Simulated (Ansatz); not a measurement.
Total density of states per atom from plane-wave PAW r²SCAN (Ansatz code), in 0.25 eV bins, energy from the Fermi level:

```
E (eV) | states/eV/atom
    -7.85 |  0.04
    -7.60 | # 0.06
    -7.35 | # 0.07
    -7.10 | # 0.09
    -6.85 | # 0.10
    -6.60 | # 0.12
    -6.35 | # 0.13
    -6.10 | # 0.13
    -5.85 | # 0.14
    -5.60 | ## 0.17
    -5.35 | ## 0.21
    -5.10 | ### 0.26
    -4.85 | ### 0.35
    -4.60 | ##### 0.56
    -4.35 | ##### 0.48
    -4.10 | ####### 0.71
    -3.85 | ############# 1.31
    -3.60 | ########################## 2.66
    -3.35 | ################ 1.61
    -3.10 | ############## 1.40
    -2.85 | ######################## 2.48
    -2.60 | ####################### 2.33
    -2.35 | ################### 1.93
    -2.10 | ######################### 2.53
    -1.85 | ############################## 3.06
    -1.60 | ###### 0.60
    -1.35 | ##### 0.56
    -1.10 | ####### 0.72
    -0.85 | ######### 0.96
    -0.60 | ######## 0.85
    -0.35 | ######### 0.87
    -0.10 | ##### 0.53
     0.15 | #### 0.46
     0.40 | ############# 1.37
     0.65 | ############# 1.33
     0.90 | ################ 1.61
     1.15 | ############ 1.26
     1.40 | ########### 1.13
     1.65 | ######### 0.90
     1.90 | ############ 1.24
     2.15 | ############ 1.21
```

### Question
Pick the material that matches.
(A) Ti2AlGe3, Amm2 (Pearson symbol oS12)
(B) TiO2, rutile
(C) TiH2, I4/mmm (Ti on 2a, H on 4d)
(D) TiNi, P2_1/m (Ti on 2e, Ni on 2e)

### Answer
D, TiNi, P2_1/m (Ti on 2e, Ni on 2e). Within 0.5 eV of the Fermi level: Ti 3d 63 %, Ni 3d 22 %, outside the projected shells 9 %. Projections are on Löwdin-orthogonalised atomic valence shells; empty p or d shells of many metals are not among them.

The workflow started from a Materials Project entry (that database holds measured and hypothetical structures alike); the Crystallography Open Database files this formula in space group No. 11, but the cells were not matched. Its standing as an ambient phase is unchecked. The r²SCAN relaxation kept the symmetry of its start; whether a distortion lowers the energy is not shown. No spin polarisation was allowed.

Potentials: the later of the program's two PAW sets.
